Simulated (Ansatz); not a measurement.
The relaxed structure here is a generated cell of Si2W: the first start was made by placing the elements on the sites of a structure type, and the end was not matched to a known phase here, so it may be hypothetical. Known forms of Si2W include space group No. 139.

A relaxed structure of Si$_{2}$W. Space group P6₄22 (No. 181). Computed with PBEsol (plane waves to 420 eV, PAW, scalar-relativistic; Ansatz, an electronic-structure program).

Space group P6₄22 (No. 181); a = 4.5764 Å, b = 4.5764 Å, c = 6.6042 Å, α = 90.00°, β = 90.00°, γ = 120.00°

```json
[
 {"atom": "W", "site": "3d", "symmetry": "222", "x": "0.5000", "y": "0.0000", "z": "0.5000"},
 {"atom": "Si", "site": "6j", "symmetry": "..2", "x": "0.1638", "y": "0.3276", "z": "0.5000"}
]
```

* **Volume per atom**: 13.31 Å³
* **Band gap**: zero (the bands touch at this level, without spin-orbit coupling)
* **Shortest distances**: Si–Si 2.56 Å; Si–W 2.57 Å; W–W 3.18 Å
* **k-mesh**: 8×8×5

Band energies at high-symmetry points (eV from the Fermi level; labels of this space group; no spin-orbit coupling), from −5 eV up to 2.7 eV:

| point | energies |
|---|---|
| Γ | -4.11 -4.11 -3.60 -3.60 -3.41 -3.41 -3.04 -2.60 -0.99 2.23 2.23 2.35 2.48 2.64 |
| M | -4.91 -4.76 -4.18 -3.69 -3.55 -3.33 -2.49 -2.35 -1.71 -1.19 -0.67 0.02 0.81 0.94 1.03 1.92 2.58 |
| K | -3.87 -3.87 -3.33 -3.33 -3.25 -3.09 -3.09 -2.80 -1.21 -1.21 -0.84 0.83 1.14 1.14 1.30 1.30 1.41 2.34 2.34 |
| A | -4.14 -3.90 -3.88 -3.88 -2.75 -2.75 -2.59 -0.76 -0.76 1.81 2.13 2.13 2.35 2.43 2.43 2.66 |
| L | -4.35 -3.69 -3.68 -3.40 -3.31 -3.28 -3.00 -2.14 -1.29 0.02 0.68 1.08 1.29 1.49 1.84 2.09 2.39 |
| H | -4.34 -4.34 -3.68 -3.68 -3.57 -3.51 -2.00 -2.00 -1.62 -1.62 -0.64 0.54 0.54 0.82 1.71 1.71 2.30 2.30 2.34 |

No spin polarisation in the result. Spin-orbit coupling is missing; with elements this heavy it can move band edges by tenths of an eV or more. The gap comes from the SCF mesh and the high-symmetry points alone.

The run could not lose the symmetry of its start, so the end can be a saddle point.
